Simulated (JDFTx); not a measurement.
System: TiAl(001) (P4/mmm bulk; lattice of mp-1953, not re-optimised at this level), 1x1 cell of 3 atoms in 3 planes (Al outermost, slab composition TiAl2), area 7.90 Å² a face, 4.0 Å between the outermost planes in a cell 20.1 Å high; k mesh 8×8×1, Fermi width 0.01 Ha, no spin polarisation. Whether this polymorph is the ambient one wasn't checked. Neither spin polarisation nor a larger cell was tried.

Computed with a modified build of JDFTx: PBE, GBRV ultrasoft potentials, plane waves to 20/100 Ha. Liquid: linear PCM (GLSSA13), water, 1 M KCl. Between zero charge and 0.35 V from it the run gives σ = 8.0 μC/cm², a mean capacitance of 22.8 μF/cm². The liquid has ε = 78.4, a 1:1 salt at 1 M with linear (Debye) response, and T = 298 K.

Worked example: the Debye length, the diffuse-layer capacitance, and the inner capacitance that is left when the two stand in series.

Each ion has density c = 1 × 6.022×10⁻⁴ = 6.022e-04 Å⁻³. λ² = ε kT / (8π (e²/4πε₀) c) with kT = 0.02568 eV and e²/4πε₀ = 14.40 eV Å gives λ = 3.04 Å; the log prints 3.04 Å. C_diffuse = ε₀ε/λ = 228 μF/cm². Then 1/C_inner = 1/22.8 − 1/228, so C_inner = 25.4 μF/cm², which equals a vacuum gap of ε₀/C_inner = 0.35 Å. The diffuse layer takes 10 % of the potential drop; the rest lies between the electrode's charge and the onset of the dielectric, with the electrode's own (quantum) capacitance in it. The split is a model: in the calculation solvent and ions share one smooth cavity.
